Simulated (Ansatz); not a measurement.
# SnO2 with nitrogen replacing O: field gradients at two levels of theory

Cell: a supercell of SnO2 (rutile type, P4_2/mnm) built from a refined structure from the COD, with the ions relaxed around the defect (PBE).

Space group Fmm2 (No. 42); a = 6.3730, b = 13.4011, c = 13.4011 Å.

```csv
site,Wyckoff,site symmetry,x,y,z
Sn1,4a,mm2,0.0000,0.0000,0.0029
Sn2,4a,mm2,0.5000,0.0000,0.9984
Sn3,8c,m..,0.0000,0.7493,0.7497
Sn5,8d,.m.,0.7498,0.0000,0.7489
Sn7,8b,..2,0.7500,0.2500,0.0000
N,4a,mm2,0.0000,0.0000,0.8489
O10,4a,mm2,0.5000,0.0000,0.8464
O11,8c,m..,0.0000,0.7487,0.5973
O13,16e,1,0.7510,0.8470,0.7497
O15,16e,1,0.7491,0.0978,0.0011
O17,4a,mm2,0.0000,0.0000,0.6505
O18,4a,mm2,0.5000,0.0000,0.6533
O19,8c,m..,0.5000,0.7493,0.9024
```

One atom of each set is listed; the run and its k-mesh use a cell of 24 atoms with edges of 7.42, 7.42, 7.42 Å.

First run. Method: Kohn–Sham DFT in Ansatz, PBE, plane waves and PAW, scalar-relativistic, collinear spin, 420 eV cutoff, Γ-centred 4×4×4 k-points, Fermi–Dirac smearing 0.01 eV. Start moments as typed (μB): 1 on each N, none on the rest.

| site | V_zz (10²¹ V/m²) | η | m (μB) |
| --- | --- | --- | --- |
| Sn1 | 9.66 | 0.88 | 0.00 |
| Sn2 | 6.17 | 0.08 | 0.00 |
| Sn3 | 6.00 | 0.51 | 0.00 |
| Sn5 | -7.79 | 0.34 | 0.00 |
| Sn7 | 6.12 | 0.24 | 0.00 |
| N | 7.56 | 0.16 | 0.66 |
| O10 | -9.99 | 0.29 | 0.00 |
| O11 | -10.58 | 0.17 | 0.00 |
| O13 | -10.21 | 0.09 | 0.02 |
| O15 | -10.15 | 0.19 | 0.01 |
| O17 | -9.73 | 0.08 | 0.01 |
| O18 | -10.31 | 0.14 | 0.00 |
| O19 | -10.39 | 0.15 | 0.00 |

Second run. The same atoms and settings, except that the functional is r2SCAN and the cutoff is 500 eV.

Problem. What does the second run give?

Solution. 

```csv
site,V_zz,η,change of V_zz,m (μB)
Sn1,9.61,0.87,-0.05,0.00
Sn2,6.10,0.08,-0.07,0.00
Sn3,5.94,0.48,-0.06,0.00
Sn5,-7.59,0.36,+0.20,0.00
Sn7,6.08,0.22,-0.04,0.00
N,8.31,0.12,+0.75,0.71
O10,-9.71,0.27,+0.28,-0.01
O11,-10.31,0.15,+0.27,0.00
O13,-10.03,0.07,+0.18,0.01
O15,-10.00,0.17,+0.15,0.01
O17,-9.64,0.05,+0.09,0.00
O18,-10.08,0.12,+0.23,0.00
O19,-10.08,0.14,+0.31,0.00
```

The largest change of V_zz is on N, from 7.56 to 8.31. In per cent, |V_zz| changes by -3 to -1 on Sn, +10 on N, -3 to -1 on O (all sites that start above 0.5). Isomer shifts (Sn against SnO₂, from the density at the nucleus and a line fitted to measured compounds for each functional; the lines scatter by about 0.1 mm/s, so smaller changes between functionals mean little): Sn1 0.03 → 0.05 mm/s; Sn2 -0.04 → -0.02 mm/s; Sn3 -0.04 → -0.02 mm/s; Sn5 0.04 → 0.05 mm/s; Sn7 -0.04 → -0.03 mm/s.

The defect repeats with the cell of 24 atoms, so it feels its images: sites between two images don't show the values beside a lone defect, and zeros or small values of η there can come from the images' arrangement. O and Sn carry a gradient in the pure host already, so the values there aren't the defect's effect alone. The relaxation keeps the site symmetry mm2 of the start, so the impurity can move only along its axis; a start off the site could end lower.
For the first run: Without spin–orbit coupling (the program notes it for Sn) the gradients can shift somewhat, as the gap is small. The cell keeps the host's lattice, where the PBE pressure is 13 GPa.
For the second run: The program didn't check the stability of this electronic state in full, so a lower one may lie near. Without spin–orbit coupling (the program notes it for Sn) the gradients are little affected as a rule: paired runs on crystals with a gap mostly move them by under 2 % at such atoms. With these PAW files V_zz is typically within 2 to 3 % of all-electron values, but misses above 10 % occur on Sn. The cell keeps the host's lattice, where the r2SCAN pressure is 5 GPa.
